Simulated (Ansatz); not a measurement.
**Property card for Tl3VSe4**

Tl$_{3}$VSe$_{4}$:
```
Tl3VSe4
1.0
   -3.83018     3.83018     3.83018
    3.83018    -3.83018     3.83018
    3.83018     3.83018    -3.83018
V Tl Se
1 3 4
Direct
  0.00000   0.00000   0.00000
  0.50000   0.50000   0.00000
  0.00000   0.50000   0.50000
  0.50000   0.00000   0.50000
  0.65709   0.65709   0.65709
  0.34291   0.00000   0.00000
  0.00000   0.00000   0.34291
  0.00000   0.34291   0.00000
```

Space group I-43m (No. 217); conventional cell a = 7.660 Å, b = 7.660 Å, c = 7.660 Å, α = 90.00°, β = 90.00°, γ = 90.00°.

Method: PBEsol in the plane-wave PAW code Ansatz. Structure relaxed to zero pressure with the same functional. Other levels are named where they apply.

**Cell and energy**

| Item | Result |
|---|---|
| Volume per atom | 28.10 Å³ |
| Density | 7.24 g/cm³ |
| Formation energy from the elements (no fitted shifts) | -0.49 eV/atom |

**Electronic structure**

| Item | Value |
|---|---|
| Band gap | 1.52 eV (direct) |
| Valence-band maximum | at N |
| Conduction-band minimum | at N (6 equivalent valleys) |
| Electron effective mass | 0.96, 1.3, 1.9 mₑ (principal values) |
| Hole effective mass | 0.39, 1.0, 3.1 mₑ (principal values) |
| HSE06 gap on the PBEsol cell | 2.25 eV |
| Gap with spin–orbit coupling | 1.49 eV |

**Mechanics**

| Property | Value |
|---|---|
| Bulk modulus (Birch–Murnaghan fit) | 27.0 GPa |
| Pressure derivative B′ | 5.2 |
| Elastic constants (relaxed ions, GPa) | C11 = 50.4, C12 = 15.2, C44 = 4.4 |
| Mechanical stability | stable (all eigenvalues of C positive) |
| Hill bulk and shear moduli | 27.0 and 7.9 GPa |
| Young's modulus | 21.7 GPa |
| Poisson's ratio | 0.37 |
| Debye temperature from the elastic constants | 116 K |
| Piezoelectric stress constants (proper, relaxed ions, C/m²) | e14 = e25 = e36 = 0.59 |

**Dielectric response**

| Item | Value |
|---|---|
| Electronic dielectric constant ε∞ (DFPT) | 10.1 |
| Static dielectric constant ε0 (ions relaxed, cell fixed) | 23.8 |
| Born charges (a third of the trace) | V +0.79, Tl +2.30, Se -1.92 e |
| Largest static χ(2) component | 65 pm/V |

**Phonons**

| Quantity | Value |
|---|---|
| Highest zone-centre frequency (without LO–TO term) | 373 cm⁻¹ |
| Zone-centre stability | no imaginary mode at Γ |
| Dynamical stability on the path | stable (no imaginary branch) |
| Zero-point energy | 20.7 meV/atom |
| Vibrational entropy at 300 K | 51.4 J/(K·mol of atoms) |

The workflow started from a Materials Project entry (that database holds measured and hypothetical structures alike); the Crystallography Open Database copy checked does not list it. Whether it is the stable phase at ambient conditions was not checked. Symmetry was held in the PBEsol relaxation. The run is not spin-polarised. Signs of piezoelectric constants follow the polarity of the cell as given. The references are the lowest solids computed at this level, not always the standard phases. Spin–orbit coupling is left out wherever it is not named.

Potentials: the later of the program's two PAW sets.
